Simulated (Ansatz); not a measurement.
Nb5Si3 (space group P6_3/mcm)

```
Nb5Si3
1.0
    7.50751     0.00000     0.00000
   -3.75376     6.50170     0.00000
    0.00000     0.00000     5.22350
Nb Si
10 6
Cartesian
  5.63555   0.00000   3.91763
  1.87196   0.00000   1.30588
  2.81778   4.88053   1.30588
  0.93598   1.62116   3.91763
 -2.81778   4.88053   3.91763
 -0.93598   1.62116   1.30588
  3.75376   2.16723   2.61175
  0.00000   4.33446   2.61175
  0.00000   4.33446   0.00000
  3.75376   2.16723   0.00000
  4.55260   0.00000   1.30588
  2.95491   0.00000   3.91763
  2.27630   3.94267   3.91763
  1.47746   2.55903   1.30588
 -2.27630   3.94267   1.30588
 -1.47746   2.55903   3.91763
```

E(V) scan at fixed shape, V₀ the volume above. The atoms relax within the cell's symmetry.

Computed with PBEsol (plane waves to 420 eV, PAW, scalar-relativistic; Ansatz, a program for electronic structure). k mesh 6×6×7 (Γ-centred), Fermi-Dirac smearing 0.05 eV. E stands for the smeared free energy. With the shape held, the modulus is that of even scaling; a crystal free to change shape is softer. Nb5Si3 is run without spin polarisation. Nb5Si3 was relaxed with its symmetry unable to fall. This is one of several known forms of Nb5Si3; the measured ambient cells at hand have space group No. 140. ΔE is measured from the relaxed starting cell. The last digit holds for this mesh only.

| V (Å³/atom) | ΔE (meV/atom) |
|---|---|
| 13.386 | 340.1 |
| 14.023 | 177.0 |
| 14.661 | 72.9 |
| 15.298 | 16.9 |
| 15.935 | 0.0 |
| 16.573 | 14.7 |
| 17.210 | 54.9 |
| 17.848 | 115.5 |
| 18.485 | 192.3 |

What is the fitted pressure derivative B₀′?

4.3.

What bulk modulus at fixed cell shape B₀ follows from a third-order Birch-Murnaghan fit?

196 GPa. Check by three points about V = 15.935 Å³/atom, step 1.275: d²E/dV² ≈ (73 − 2·0 + 55) meV / 1.275² = 0.0788 eV/Å⁶, and V·d²E/dV² × 160.2 = 201 GPa.

(Under strain, the slope of the energy per volume gives the stress and its curvature an elastic modulus.)
